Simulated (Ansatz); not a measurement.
Mn2Ge in space group P4/nmm (No. 129; Mn on 2a, Mn on 2c, Ge on 2c) under volume change, PBE in the plane-wave PAW code Ansatz, shape and atoms relaxed at each volume.

| V (Å³/atom) | E − E(relaxed) (meV/atom) | P (GPa) |
|---|---|---|
| 12.260 | 45.1 | 13.08 |
| 12.664 | 19.0 | 7.84 |
| 13.068 | 4.5 | 3.69 |
| 13.472 | 0.0 | 0.01 |
| 13.876 | 3.9 | -3.01 |
| 14.281 | 14.6 | -5.32 |
| 14.685 | 30.2 | -7.10 |

**Question.** What does a third-order Birch–Murnaghan fit give for V₀, B₀ and B′?

**Answer.** V₀ = 13.47 Å³/atom, B₀ = 106 GPa, B′ = 5.6.

A made-up cell: these elements were put on the sites of a structure type; neither database checked (COD, Materials Project) lists it. Its standing as an ambient phase is unchecked. Symmetry was held in the PBE relaxation, as lowered by the spin order; whether a distortion lowers the energy is not shown. The final state is ferrimagnetic, chosen from 5 collinear starts compared on coarse meshes (ties went to the first, and starts can fall back to one state), not a proven ground state.

Potentials: the later of the program's two PAW sets.
